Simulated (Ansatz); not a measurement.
C (graphite, P6_3/mmc), a = b = 2.459 Å, c = 7.316 Å, α = β = 90.00°, γ = 120.00°.

Relaxed with PBEsol in the plane-wave PAW code Ansatz. Indices refer to the conventional cell of P6_3/mmc, a = 2.4588 Å, b = 2.4588 Å, c = 7.3156 Å, α = 90.00°, β = 90.00°, γ = 120.00°.

### Question
Simulate the powder diffraction pattern (neutron, λ = 1.5401 Å; lines above 1 %) up to 2θ = 90°.

### Answer
Simulated powder pattern, neutron, λ = 1.5401 Å (kinematic, ideal powder, no thermal factors, coherent scattering alone; the 30 strongest lines at most, above 1 %, up to 2θ = 90°):

```tsv
2θ (°)	d (Å)	I/Imax (%)	hkl
24.31	3.658	100	(0002)
42.40	2.129	6.7	(1 0 -1 0)
44.25	2.045	37	(1 0 -1 1)
49.47	1.840	10	(1 0 -1 2)
49.80	1.829	27	(0004)
57.38	1.604	24	(1 0 -1 3)
67.43	1.387	6.3	(1 0 -1 4)
77.57	1.229	42	(1 1 -2 0)
78.33	1.219	14	(0006)
79.37	1.206	16	(1 0 -1 5)
82.72	1.165	79	(1 1 -2 2)
```

The PBEsol relaxation kept the symmetry of its start. A crystal of weakly bound layers computed without a dispersion correction: the cell and the soft elastic constants depend strongly on that.

Potentials: the later of the program's two PAW sets.
